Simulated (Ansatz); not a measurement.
VBiO4:
```xyz
12
Lattice="-2.5606 2.5606 5.8100 2.5606 -2.5606 5.8100 2.5606 2.5606 -5.8100" Properties=species:S:1:pos:R:3 pbc="T T T"
V      0.0000     2.5606     2.9050
V      0.0000     0.0000     0.0000
Bi     2.5606     0.0000     2.9050
Bi     0.0000     0.0000     5.8100
O      0.7124     3.8462    -0.9151
O      1.8482     1.2751    -1.9899
O      1.8482    -1.2855     4.8949
O      0.7124     1.2855     3.8201
O      1.2751     0.7124     0.9151
O      1.2855    -0.7124     7.7999
O      1.2855     1.8482     6.7251
O      1.2751     3.2731     1.9899
```

r²SCAN in the plane-wave PAW code Ansatz gives a gap of 2.42 eV without spin–orbit coupling, maximum off the standard path, at k = (-0.021, 0.016, 0.344), minimum off the standard path, at k = (0.292, -0.292, 0.203).

Question: What happens when spin–orbit coupling is switched on?

Answer: The gap decreases by 0.15 eV, to 2.27 eV; maximum off the standard path, at k = (-0.010, 0.005, 0.344), minimum off the standard path, at k = (0.292, -0.292, 0.203).

Question: Give the electron effective mass with spin–orbit coupling.

Answer: 0.61, 1.3, 5.3 mₑ (principal values).

Question: Give the hole effective mass with spin–orbit coupling.

Answer: 0.60, 1.5, 3.7 mₑ (principal values).

Space group I4_1/a. The r²SCAN relaxation kept the symmetry of its start. The run is not spin-polarised. No Hubbard U is applied.

Potentials: the later of the program's two PAW sets.
